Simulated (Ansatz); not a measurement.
Starting cell, ZnAg (CsCl type):

```yaml
crystal:
  lattice:
    - [6.15371, 0.00000, 0.00000]
    - [3.07686, 3.07686, 0.00000]
    - [0.00000, 0.00000, 3.07686]
  atoms:
    - { symbol: Zn, position: [0.00000, 0.50000, 0.50000] }
    - { symbol: Zn, position: [0.50000, 0.50000, 0.50000] }
    - { symbol: Ag, position: [0.00000, 0.00000, 0.00000] }
    - { symbol: Ag, position: [0.50000, 0.00000, 0.00000] }
```

The atoms are displaced by Q × the pattern below (from a DFPT mode at M = (0.5, 0.5, 0.0), largest move 1; Q in Å), at fixed cell. (q is in reciprocal vectors of the primitive cell; the cell shown is doubled to hold the pattern.)

| atom | x | y | z |
|---|---|---|---|
| Zn1 | 0.000 | 0.000 | -1.000 |
| Zn2 | 0.000 | 0.000 | 1.000 |

Atoms not listed stay in place.

These are LDA (plane waves to 420 eV, PAW, scalar-relativistic; Ansatz, a program for electronic structure) values and carry that method's errors. k mesh 15×15×15 (Γ-centred), Fermi-Dirac smearing 0.05 eV. The energy includes the smearing's −TS. With partly filled bands, energies and forces of such displacements shift with the k mesh and the smearing. ZnAg was relaxed with its symmetry unable to fall. The zero of ΔE is the undisplaced structure.

Problem. Give the computed ΔE (meV/cell) and −dE/dQ from forces (eV/Å) at Q (Å) = -0.180, -0.150, -0.090, -0.060, 0.150.

Solution. 
```tsv
Q (Å)	ΔE (meV/cell)	−dE/dQ from forces (eV/Å)
-0.180	154	1.706
-0.150	107	1.426
-0.090	39	0.860
-0.060	17	0.574
0.150	107	-1.426
```

(A displaced cell: forces are minus the slopes of the energy, force constants its curvatures, and phonons follow from these.)
